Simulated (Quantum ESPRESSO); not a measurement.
# One change at a time to In4OsPd2Ta

Calculated results; nothing here was measured. They come from Quantum ESPRESSO 7.5, a public plane-wave density functional program. Each row is one single-point run on a made-up periodic cell of eight metal atoms, with elements, volume, strain and displacements drawn at random and not relaxed, so a cell may be unstable or far from any real phase. There is no spin polarisation or spin-orbit coupling.

Settings: PBE unless stated; PseudoDojo standard norm-conserving files; Fermi-Dirac width 0.25 eV, which means electrons at about 2900 K; cutoff 1116 eV; 5 x 5 x 4 k mesh shifted half a step off Gamma. E is the free energy of the whole cell (internal energy minus TS), so a -TS column is already part of it. Stress is positive in tension, and the pressure P is minus a third of its trace.

Checks: one run of this series was repeated at a higher cutoff and on a denser mesh, which moved values by no more than 0.003 eV, 0.04 GPa and 0.003 eV/Å, and a second program with other atomic files agreed on it to 2 % rms in force and 0.5 GPa in pressure. Known limits: heavy elements are run without spin-orbit coupling, which real alloys of them have; a spin test at this wide smearing found no moment, but such smearing suppresses magnetism that the real alloy may have.

The lattice is hexagonal close-packed, and the cell vectors in Å are (3.122, 0.059, 5.161); (3.089, 0.027, -5.142); (-3.031, 5.332, 0.006), a volume of 171.91 Å³ in run 1. The elements on sites 1 to 8 are Pd Os Ta Pd In In In In. Each later run makes one change to run 1 and keeps the rest. E is counted from run 1, and is n/a where other atomic files have another zero of energy.

| run | change | V (Å³) | P (GPa) | -TS (eV) | rms force (eV/Å) | largest change of a force component (eV/Å) | E (eV) |
|---|---|---|---|---|---|---|---|
| 1 | none | 171.91 | -12.52 | -1.279 | 0.294 | 0.000 | 0.000 |
| 2 | sites 3 and 5 exchanged | 171.91 | -12.36 | -1.313 | 0.221 | 0.657 | 0.208 |
| 3 | all lengths scaled by -0.94 % | 167.12 | -10.84 | -1.231 | 0.309 | 0.057 | -0.350 |
| 4 | LDA in place of PBE | 171.91 | -19.90 | -1.301 | 0.290 | 0.082 | n/a |
| 5 | Ag on site 8 | 171.91 | -15.04 | -1.379 | 0.273 | 0.451 | n/a |
| 6 | site 7 moved by +0.11 Å along y | 171.91 | -12.43 | -1.276 | 0.279 | 0.420 | ? |

## Worked estimate

Along the move dE = -F dx. The force on site 7 along y is 0.199 eV/Å in run 1 and -0.221 eV/Å in run 6, and the move is +0.11 Å, so the mean force times the move gives an estimate.

## Withheld value

Question: what E should run 6 give?

The estimate is 0.001 eV. The calculation gave 0.001 eV.
